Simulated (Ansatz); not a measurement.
## Al-27 NMR of the central transition in AlH2PbO2F3

Cell: a COD entry whose atoms were relaxed with PBE, the cell held.

Space group P-1 (No. 2); a = 5.0570, b = 6.2700, c = 6.8210 Å, α = 104.46°, β = 90.68°, γ = 107.69°.

| site | Wyckoff | site symmetry | x | y | z |
| --- | --- | --- | --- | --- | --- |
| Al | 2i | 1 | 0.8382 | 0.8114 | 0.3270 |
| H3 | 2i | 1 | 0.2700 | 0.8153 | 0.5298 |
| H5 | 2i | 1 | 0.2739 | 0.8558 | 0.1433 |
| Pb | 2i | 1 | 0.2023 | 0.3136 | 0.1922 |
| O9 | 2i | 1 | 0.1006 | 0.8622 | 0.5526 |
| O11 | 2i | 1 | 0.1000 | 0.8960 | 0.1414 |
| F13 | 2i | 1 | 0.5701 | 0.7917 | 0.1349 |
| F15 | 2i | 1 | 0.5564 | 0.7390 | 0.4911 |
| F17 | 2i | 1 | 0.8070 | 0.5075 | 0.2314 |

One atom of each set is listed.

All values are calculated (Ansatz; DFT, PBE, plane waves and PAW, scalar-relativistic, 420 eV cutoff, Γ-centred 4×4×3 k-points, Fermi–Dirac smearing 0.02 eV), not measured.

Al-27 has I = 5/2 and Q = 146.6 mb (Pyykkö 2018); at 9.4 T its Larmor frequency is ν₀ = 104.4 MHz. Only the quadrupole interaction is simulated: positions count from each site's isotropic chemical shift, and J coupling is left out, as are shift anisotropy and dipolar coupling, which fast spinning averages.

Question: Give C_Q, η, the quadrupolar product P_Q = |C_Q|(1 + η²/3)^½, the second-order isotropic shift and the breadth of the pattern (fast magic-angle spinning) for each Al site.

Answer: 

```csv
site,first shell,C_Q (MHz),η,P_Q (MHz),δ_QIS (ppm),breadth (kHz)
Al,"3 F at 1.81–1.84 Å, 3 O at 1.89–1.93 Å",1.16,0.62,1.23,-0.830,0.200
```

δ_QIS = −(ν_Q²/30ν₀²)[I(I+1) − 3/4](1 + η²/3) × 10⁶ ppm with ν_Q = 3|C_Q|/[2I(2I−1)]; it falls as 1/B₀² in ppm, and the breadth as 1/B₀ in kHz.
